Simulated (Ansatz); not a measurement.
## Ansatz 0.2.0, relaxation: Ta₃Au

input.yaml:

```yaml
crystal:
  lattice:
    - [5.221665, 0.0, 0.0]
    - [0.0, 5.221665, 0.0]
    - [0.0, 0.0, 5.221665]
  atoms:
    - { symbol: Ta, position: [0.25, 0.0, 0.5] }
    - { symbol: Ta, position: [0.5, 0.75, 0.0] }
    - { symbol: Ta, position: [0.75, 0.0, 0.5] }
    - { symbol: Ta, position: [0.5, 0.25, 0.0] }
    - { symbol: Ta, position: [0.0, 0.5, 0.75] }
    - { symbol: Ta, position: [0.0, 0.5, 0.25] }
    - { symbol: Au, position: [0.0, 0.0, 0.0] }
    - { symbol: Au, position: [0.5, 0.5, 0.5] }
  symmetry: { tolerance: 0.0003 }
kpoints:
  mp_grid: { grid: [7, 7, 7], shift: [0, 0, 0] }
magnetization:
  spin_polarized: false
scf:
  occupations: { method: fermi_dirac, width: 0.0137 }
  lower_state_search: "off"
hamiltonian:
  pseudopotentials: { kind: paw }
  xc: pbesol
basis:
  ecutwfc: 420
  fft_grid_basis: typed
relax:
  max_steps: 40
  cell: { p_target: 20.0 }
output:
  forces: true
  stress: true
  eigenvalues: true
  bader: true
  populations: true
  elf: true
  write_potential: true
  volumetric_format: npy
  dos:
    e_range: [-12, 8]
    de: 0.05
    projected: { site_lists: { Au: [Au], Ta: [Ta] } }
  write_density: true
checkpoint:
  read: saved_state
```

The command:

```bash
ansatz run input.yaml --threads 2 --pin off --max-ram 3584MiB --backend cpu --events-out ev --progress --plain --runs-dir out
```

Origin of the cell: a database entry, scaled a little.

The saved state is a converged single point of the same cell.

Steps («new basis» is an SCF on plane waves selected anew at the same cell):

```csv
step,ΔH (meV/atom),max force component (eV/Å),P (GPa),volume (Å³),SCF iterations,step was
1,0.0,0.000,-5.47,142.37,6,accepted
2,-120.6,0.000,35.09,122.55,7,accepted
3,-152.1,0.000,17.82,129.24,6,accepted
4,-152.9,0.000,19.94,128.32,5,accepted
5,-152.9,0.000,20.00,128.30,4,accepted
6,-152.4,0.000,19.98,128.30,5,new basis
```

Step 1, with forces in eV/Å:

```xyz
8
Lattice="5.222 0.000 0.000 0.000 5.222 0.000 0.000 0.000 5.222" Properties=species:S:1:pos:R:3:forces:R:3 pbc="T T T" step=1
Ta    1.305    0.000    2.611    0.000    0.000    0.000
Ta    2.611    3.916    0.000    0.000    0.000    0.000
Ta    3.916    0.000    2.611    0.000    0.000    0.000
Ta    2.611    1.305    0.000    0.000    0.000    0.000
Ta    0.000    2.611    3.916    0.000    0.000    0.000
Ta    0.000    2.611    1.305    0.000    0.000    0.000
Au    0.000    0.000    0.000    0.000    0.000    0.000
Au    2.611    2.611    2.611    0.000    0.000    0.000
```

Step 2, with forces in eV/Å:

```xyz
8
Lattice="4.967 0.000 0.000 0.000 4.967 0.000 0.000 0.000 4.967" Properties=species:S:1:pos:R:3:forces:R:3 pbc="T T T" step=2
Ta    1.242    0.000    2.484    0.000    0.000    0.000
Ta    2.484    3.725    0.000    0.000    0.000    0.000
Ta    3.725    0.000    2.484    0.000    0.000    0.000
Ta    2.484    1.242    0.000    0.000    0.000    0.000
Ta    0.000    2.484    3.725    0.000    0.000    0.000
Ta    0.000    2.484    1.242    0.000    0.000    0.000
Au    0.000    0.000    0.000    0.000    0.000    0.000
Au    2.484    2.484    2.484    0.000    0.000    0.000
```

Step 3, with forces in eV/Å:

```xyz
8
Lattice="5.056 0.000 0.000 0.000 5.056 0.000 0.000 0.000 5.056" Properties=species:S:1:pos:R:3:forces:R:3 pbc="T T T" step=3
Ta    1.264    0.000    2.528    0.000    0.000    0.000
Ta    2.528    3.792    0.000    0.000    0.000    0.000
Ta    3.792    0.000    2.528    0.000    0.000    0.000
Ta    2.528    1.264    0.000    0.000    0.000    0.000
Ta    0.000    2.528    3.792    0.000    0.000    0.000
Ta    0.000    2.528    1.264    0.000    0.000    0.000
Au    0.000    0.000    0.000    0.000    0.000    0.000
Au    2.528    2.528    2.528    0.000    0.000    0.000
```

Step 6, with forces in eV/Å:

```xyz
8
Lattice="5.044 0.000 0.000 0.000 5.044 0.000 0.000 0.000 5.044" Properties=species:S:1:pos:R:3:forces:R:3 pbc="T T T" step=6
Ta    1.261    0.000    2.522    0.000    0.000    0.000
Ta    2.522    3.783    0.000    0.000    0.000    0.000
Ta    3.783    0.000    2.522    0.000    0.000    0.000
Ta    2.522    1.261    0.000    0.000    0.000    0.000
Ta    0.000    2.522    3.783    0.000    0.000    0.000
Ta    0.000    2.522    1.261    0.000    0.000    0.000
Au    0.000    0.000    0.000    0.000    0.000    0.000
Au    2.522    2.522    2.522    0.000    0.000    0.000
```

* Enthalpy lowered by: 152.4 meV/atom
* Volume change: -9.89 %
* Final pressure: 19.98 GPa
* Relaxation steps listed: 6
* Gap on the mesh: none (metal)

Caveats: no moments, though an odd count or open d shells may carry them; no spin-orbit coupling, though heavy elements are present; the relaxation held the start's symmetry, so the end may be a saddle point.

The run took 40 s on 2 threads of AMD EPYC 9R45 96-Core Processor (Zen 5), on a shared host, peak memory 0.61 GiB, from a saved density.
